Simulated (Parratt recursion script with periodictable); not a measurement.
## Neutron reflectivity of Hf on Si at several surface roughnesses

```
layer, from the top  thickness (Å)  density (g/cm³)  rms roughness of its top face (Å)  ρ (10⁻⁶ Å⁻²)  ρ″ (10⁻⁶ Å⁻²)
-------------------  -------------  ---------------  ---------------------------------  ------------  -------------
Hf                             300           11.316                             varied         2.967        0.01105
Si (substrate)                   –            2.313                                3.2         2.059   2.358 × 10⁻⁵
```

ρ and ρ″ are the real and imaginary parts of the scattering length density. Vacuum lies above.

Densities are inputs, not measurements. They were set from computed cells of the Materials Project: Hf from entry mp-103 (P6₃/mmc, 13.313 g/cm³, taken at 85 %); Si from entry mp-149 (Fd-3m, 2.313 g/cm³). A layer's crystal structure does not enter its constants, only its composition and density.

Method: specular neutron reflectivity, Parratt recursion, Névot-Croce roughness, natural isotopes, no magnetic scattering (Parratt recursion script with periodictable 1.7.1).

Neutron wavelength 5.5 Å. Q is scanned from 0.004 to 0.25 Å⁻¹ in 600 evenly spaced points, and the curve is smoothed with a Gaussian of 0.001 Å⁻¹ full width. A maximum is a scan point above both neighbours; its place and height come from a parabola through R at the three points.

The table follows two fringe maxima, those next to orders 4.5 and 11.5 of m = (d/2π)(Q² − 16πρ)^½, through runs that differ in the roughness σ₁ of the film surface alone.

| σ₁ (Å) | Q of the first (Å⁻¹) | R there | Q of the second (Å⁻¹) | R there |
|---|---|---|---|---|
| 0 | 0.0937 | 2.97 × 10⁻⁵ | 0.2405 | 6.22 × 10⁻⁷ |
| 4 | 0.0937 | ? | 0.2405 | ? |
| 5.9 | 0.0937 | 2.36 × 10⁻⁵ | 0.2405 | 1.45 × 10⁻⁷ |

Task: Estimate the two heights for σ₁ = 4 Å.

Result: At a maximum the amplitudes from the film's two faces add: R ≈ (|r₁|g₁ + |r₂|g₂A)². Here q₀ = Q, qⱼ = (Q² − 16πρⱼ)^½ (1 film, 2 substrate), |r₁| = |q₀² − q₁²|/(q₀ + q₁)², |r₂| = |q₁² − q₂²|/(q₁ + q₂)² with the numerators taken from the constants, g₁ = exp(−q₀q₁σ₁²/2), g₂ = exp(−q₁q₂σ₂²/2), and A = exp(−8πρ″₁d/q₁) for absorption in the film.

Check on a shown row, σ₁ = 5.9 Å, second maximum: q₀ = 0.2405, q₁ = 0.2402, q₂ = 0.2403 Å⁻¹; |r₁| = 6.45 × 10⁻⁴, |r₂| = 1.98 × 10⁻⁴; g₁ = 0.366, g₂ = 0.744, A = 1.000; R ≈ 1.47 × 10⁻⁷ against 1.45 × 10⁻⁷ in the table.

- σ₁ = 4 Å, first maximum: q₀ = 0.0937, q₁ = 0.0929, q₂ = 0.0931 Å⁻¹; |r₁| = 0.00428, |r₂| = 0.00132; g₁ = 0.933, g₂ = 0.957, A = 0.999; R ≈ 2.76 × 10⁻⁵.
- σ₁ = 4 Å, second maximum: q₀ = 0.2405, q₁ = 0.2402, q₂ = 0.2403 Å⁻¹; |r₁| = 6.45 × 10⁻⁴, |r₂| = 1.98 × 10⁻⁴; g₁ = 0.630, g₂ = 0.744, A = 1.000; R ≈ 3.07 × 10⁻⁷.

The run gave 2.67 × 10⁻⁵ and 3.03 × 10⁻⁷; the estimates are 1.03 and 1.01 times these.
